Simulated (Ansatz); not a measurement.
## AlRh (Pm-3m): the size of the finite step

```
Al Rh
1.0
     2.97235    0.00000    0.00000
     0.00000    2.97235    0.00000
     0.00000    0.00000    2.97235
Al Rh
1 1
Direct
  0.00000 0.00000 0.00000
  0.50000 0.50000 0.50000
```

The conventional cell has a = 2.972 Å, b = 2.972 Å, c = 2.972 Å, α = 90.00°, β = 90.00°, γ = 90.00°. Al (atom 1) has 8 Rh at 2.57 Å as nearest neighbours. Around Rh (atom 2) lie 8 Al at 2.57 Å.

Unless marked otherwise, the numbers come from PBEsol, PAW on Ansatz 0.2.0's default frozen-core files (fitted under PBE), scalar-relativistic. k mesh 14×14×14, strains of ±0.005, Fermi-Dirac smearing of 0.100 eV, cutoff 420 eV. The cell was relaxed by PAW under this functional. This phase needn't be the one found at ambient conditions.

Question: Elastic constants come from stresses at strains of ±0.005 (two-point stencil): C11 = 327.1, C12 = 153.8, C44 = 119.5 GPa. What does an amplitude of 0.0002 give?

Answer: C11 = 326.9, C12 = 153.8, C44 = 119.6 GPa. Nothing moves by 1 %. Steps under 0.001 aren't safe in general, since the basis can change from cell to cell and the noise grows as 1/δ.

Keep in mind: frozen-core PAW files fitted under PBE, their cores solved anew for the functional of the run; responses of metals move with mesh and smearing.
